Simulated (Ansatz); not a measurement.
GaN (zinc blende, F-43m), DFT-PBE in the program Ansatz with PAW potentials: ε∞ = 6.15, cell volume 23.52 Å³. Infrared-active transverse modes:

```json
[
 {"ω_TO (cm⁻¹)": "516.5", "oscillator strength S_xx (e²/amu)": "0.6188"}
]
```

Problem. Compute the static dielectric constant.

Solution. Each mode adds (4.921e7/V) S/ω²: 4.85. So ε0 = 11.0.

Problem. What LO frequency does the Lyddane–Sachs–Teller relation give?

Solution. ω_LO = ω_TO √(ε0/ε∞) = 691 cm⁻¹.

Symmetry was held in the PBE relaxation; phonons on a q-mesh show no instability. Spin–orbit coupling is left out wherever it is not named.

Potentials: the later of the program's two PAW sets.
